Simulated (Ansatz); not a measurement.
An Ansatz input:

```yaml
crystal:
  lattice:
    - [2.2921012302, 0.0, 0.0]
    - [0.0, 2.2921012302, 0.0]
    - [0.0, 0.0, 2.2921012302]
  atoms:
    - { symbol: Ni, position: [0.0, 0.0, 0.0] }
hamiltonian:
  xc: r2scan
  pseudopotentials:
    kind: paw_fr
    azcp:
      Ni: "pseudopotentials/Ni.paw.azcp"
basis:
  ecutwfc: 500
  fft_grid_basis: typed
kpoints:
  mp_grid: { grid: [14, 14, 14], shift: [0, 0, 0] }
magnetization:
  noncollinear: true
  spin_orbit: true
scf:
  occupations: { method: fermi_dirac, width: 0.1 }
```

Output

```
Engine: ansatz 0.2.0, x86_64-unknown-linux-gnu
Pseudopotentials: kind: paw_fr
Pseudopotential: Ni, paw_fr, valence charge 18, recommended cutoff 500 eV (meta_gga) 
Functional definition: r2SCAN
  parameter k0 = 0.174
  parameter k1 = 0.065
  parameter a1 = 4.9479
  exchange = r2scan_x(k0 = k0, k1 = k1, a1 = a1)
  correlation = r2scan_c
non-collinear run that drives no moment, with spin-orbit: no starting moment large enough to seed its density (crystal.atoms[].spin), no starting occupations that ask for one, no magnetisation constraint and no magnetic field, so the semilocal B_xc is pinned to zero
Crystal: 1 atoms, lattice volume = 12.042 Å³
Basis set: ecut = 500 eV, 305 PW (Γ), exchange–correlation on 72×72×72 points (64 copies of the dense FFT grid, shifted against one another)
Bands: 26, of which v1, the nominal top of the filled ones, is band 18 counted from 1 (17 counted from 0)
Symmetry: 48 space group operations + 48 with time reversal
Magnetic group: BNS 221.93 (UNI 1595), of the structure as read, at distance tolerance 2.3e-5 Å
k-points: 120 of 2744
Projection manifold: j_resolved (fully-relativistic pseudo-atomic orbitals)
Non-local potential: Ni, projectors of the file, l = 0: 3, l = 1: 4, l = 2: 6, l = 3: 2
PAW form: soft (Blöchl's): semilocal exchange-correlation on the pseudo side does not see the compensation charge
PAW frozen core: Ni, regenerated for the run's functional (the file was generated under x = pbe(κ = 0.804, μ = 0.2195149727645171), c = pbe(β = 0.06672455060314922))
PAW one-centre angular grid: Ni, 590 points (default); XC on 160 Gauss nodes
Initial density: superposition of atomic densities (chi_scale 0.1, normalization cell)
Initial wavefunctions: pseudopotential atomic-orbital guess
Functional: x = r2scan, c = r2scan; τ floored in thin density (d = 2e-4 eV/Å³)
SCF iter   1: F=—  HF=-5842.970546 eV  |F-HF|=—  |Δ(HF+E_count)|=         —  Δρ=1.11e-1  dr2=8.61e-1  dr2_τ=8.09e-3  dr2_m=0.00e0 (ungated)  ethr=3.10e-3  |M|=0.00e0 ∫|m|=0.00e0 μB  |m|>n=0.0e0 m-floor=0.0e0 τ_xc=0.0e0  β_m=0.30  ⟨swp⟩=6.7  Hψ=7795  notcnv=0  defer=46
SCF iter   2: F=—  HF=-5842.963435 eV  |F-HF|=—  |Δ(HF+E_count)|=   7.11e-3  Δρ=4.10e-2  dr2=1.35e-1  dr2_τ=2.30e-3  dr2_m=0.00e0 (ungated)  ethr=3.10e-3  |M|=0.00e0 ∫|m|=0.00e0 μB  |m|>n=0.0e0 m-floor=0.0e0 τ_xc=0.0e0  β_m=0.39  ⟨swp⟩=3.2  Hψ=2914  notcnv=0  defer=322
SCF iter   3: F=—  HF=-5842.970433 eV  |F-HF|=—  |Δ(HF+E_count)|=   7.00e-3  Δρ=2.36e-2  dr2=4.71e-2  dr2_τ=1.13e-4  dr2_m=0.00e0 (ungated)  ethr=7.49e-4  |M|=0.00e0 ∫|m|=0.00e0 μB  |m|>n=0.0e0 m-floor=0.0e0 τ_xc=0.0e0  β_m=0.55  ⟨swp⟩=2.0  Hψ=1663  notcnv=0  defer=324
SCF iter   4: F=—  HF=-5842.964166 eV  |F-HF|=—  |Δ(HF+E_count)|=   6.27e-3  Δρ=1.46e-2  dr2=1.25e-2  dr2_τ=8.95e-6  dr2_m=0.00e0 (ungated)  ethr=2.62e-4  |M|=0.00e0 ∫|m|=0.00e0 μB  |m|>n=0.0e0 m-floor=0.0e0 τ_xc=0.0e0  β_m=0.60  ⟨swp⟩=2.0  Hψ=2248  notcnv=0  defer=324
SCF iter   5: F=—  HF=-5842.965220 eV  |F-HF|=—  |Δ(HF+E_count)|=   1.05e-3  Δρ=2.15e-3  dr2=1.54e-4  dr2_τ=9.53e-7  dr2_m=0.00e0 (ungated)  ethr=6.97e-5  |M|=0.00e0 ∫|m|=0.00e0 μB  |m|>n=0.0e0 m-floor=0.0e0 τ_xc=0.0e0  β_m=0.79  ⟨swp⟩=2.3  Hψ=2467  notcnv=0  defer=324
SCF iter   6: F=—  HF=-5842.965420 eV  |F-HF|=—  |Δ(HF+E_count)|=   2.00e-4  Δρ=9.68e-4  dr2=5.82e-5  dr2_τ=1.90e-7  dr2_m=0.00e0 (ungated)  ethr=8.57e-7  |M|=0.00e0 ∫|m|=0.00e0 μB  |m|>n=0.0e0 m-floor=0.0e0 τ_xc=0.0e0  β_m=0.89  ⟨swp⟩=2.0  Hψ=2464  notcnv=0  defer=324
SCF iter   7: F=—  HF=-5842.965426 eV  |F-HF|=—  |Δ(HF+E_count)|=   5.96e-6  Δρ=1.82e-4  dr2=2.09e-6  dr2_τ=3.64e-9  dr2_m=0.00e0 (ungated)  ethr=3.23e-7  |M|=0.00e0 ∫|m|=0.00e0 μB  |m|>n=0.0e0 m-floor=0.0e0 τ_xc=0.0e0  β_m=0.95  ⟨swp⟩=2.7  Hψ=2121  notcnv=0  defer=324
SCF iter   8: F=-5842.965426 eV  HF=-5842.965426 eV  |F-HF|=2.01e-9  |Δ(HF+E_count)|=   2.67e-9  Δρ=4.22e-6  dr2=1.25e-9  dr2_τ=7.21e-11  dr2_m=0.00e0 (ungated)  ethr=5.56e-10  |M|=0.00e0 ∫|m|=0.00e0 μB  |m|>n=0.0e0 m-floor=0.0e0 τ_xc=0.0e0  ⟨swp⟩=2.7  Hψ=5147  notcnv=0
SCF 1 converged in 8 iterations: F = -5842.965426 eV  dr2 = 1.25e-9
SCF converged after 8 iterations
Magnetization: |M| = 0.0000 μB,  M = (+0.0000, +0.0000, +0.0000) μB
Absolute magnetization: 0.0000 μB (∫|m|)
  site 0: m = (+0.0000, +0.0000, +0.0000) μB, |m| = 0.0000 μB  (R = 0.95 Å)
Free energy (F): -5842.965426 eV
Harris-Foulkes:  -5842.965426 eV  (|F-HF|=2.01e-9)
Internal energy: -5842.896212 eV  (E = F + TS)
E sigma→0 (E₀):  -5842.930819 eV
Entropy (-TS):   -0.069214 eV (-69.214 meV/atom)
Fermi energy:    15.701344 eV
--- Per-component energies (eV) ---
  E_band       = -344.152746
  E_kinetic    = 283.504972
  E_local      = -3720.039360  (includes V_loc(G=0)·N_el)
  E_nonlocal   = 644.558679
  E_hartree    = 1561.173577
  E_xc         = -77.853165
  E_vxc        = -115.514775  (∫ρ·V_xc dr)
  E_paw        = -1646.335218  (= ΣΔE_a)
  E_vpaw       = -567.583474  (= ΣTr[D̂ρ^β])
  E_aug_tail   = 0.000228  (compensation charges beyond the density's cutoff)
  E_vtau       = 8.571647  (kinetic-family band-sum trace: ∫τ·v_τ [+ j·A + Jᵃ·Aᵃ] dr)
  E_ewald      = -2887.605713
  E_core_change = -0.300212  (= ΣΔE_core)
  E_smearing   = -0.069214  (= −TS)
  E_closure    = 0.000000  (closes the sum)
  Σ components = -5842.965426   (vs F -5842.965426, Δ=0.00e0)
```

Launched by

```sh
ansatz run input.yaml --threads 1 --pin off --max-ram 3584MiB --backend cpu --events-out ev --progress --plain --runs-dir out
```

On 1 thread of Intel(R) Xeon(R) Platinum 8259CL CPU @ 2.50GHz (Skylake/Cascade Lake) (shared host) this took about 19 s of wall time and 19 s of CPU time.
